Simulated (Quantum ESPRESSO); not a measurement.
# One change at a time to Al2HfMo4Nb

These are calculations, not measurements. They come from Quantum ESPRESSO 7.5, a public plane-wave density functional program. Each row is one single-point run on a made-up periodic cell of eight metal atoms, with elements, volume, strain and displacements drawn at random and not relaxed, so a cell may be unstable or far from any real phase. There is no spin polarisation or spin-orbit coupling.

Settings: PBE unless stated; PseudoDojo standard norm-conserving files; Fermi-Dirac width 0.25 eV, which means electrons at about 2900 K; cutoff 1116 eV; 8 x 4 x 4 k mesh shifted half a step off Gamma. E is the free energy of the whole cell (internal energy minus TS), so a -TS column is already part of it. Stress is positive in tension, and the pressure P is minus a third of its trace.

Checks: one run of this series was repeated at a higher cutoff and on a denser mesh, which moved values by no more than 0.003 eV, 0.04 GPa and 0.008 eV/Å, and a second program with other atomic files agreed on it to 2 % rms in force and 0.5 GPa in pressure. Known limits: heavy elements are run without spin-orbit coupling, which real alloys of them have; a spin test at this wide smearing found no moment, but such smearing suppresses magnetism that the real alloy may have.

The lattice is hexagonal close-packed, and the cell vectors in Å are (-2.967, 0.002, -0.032); (-0.053, 5.145, -4.564); (-0.047, -5.110, -4.526), a volume of 138.28 Å³ in run 1. The elements on sites 1 to 8 are Nb Al Al Mo Mo Mo Mo Hf. Each later run makes one change to run 1 and keeps the rest. E is counted from run 1, and is n/a where other atomic files have another zero of energy.

| run | change | V (Å³) | P (GPa) | -TS (eV) | rms force (eV/Å) | largest change of a force component (eV/Å) | E (eV) |
|---|---|---|---|---|---|---|---|
| 1 | none | 138.28 | -2.04 | -1.885 | 0.433 | 0.000 | 0.000 |
| 2 | sites 1 and 5 exchanged | 138.28 | -2.30 | -1.885 | 0.447 | 0.659 | -0.132 |
| 3 | all lengths scaled by -0.63 % | 135.68 | 1.06 | -1.846 | 0.459 | 0.093 | -0.008 |
| 4 | LDA in place of PBE | 138.28 | -11.40 | -1.891 | 0.379 | 0.281 | n/a |
| 5 | Ga on site 2 | 138.28 | -2.28 | -1.876 | 0.424 | 0.174 | n/a |
| 6 | site 2 moved by +0.23 Å along x | 138.28 | -1.67 | -1.883 | 0.493 | 0.759 | ? |

## Worked estimate

Along the move dE = -F dx. The force on site 2 along x is -0.165 eV/Å in run 1 and -0.924 eV/Å in run 6, and the move is +0.23 Å, so the mean force times the move gives an estimate.

## Withheld value

Question: what E should run 6 give?

The estimate is 0.125 eV. The calculation gave 0.127 eV.
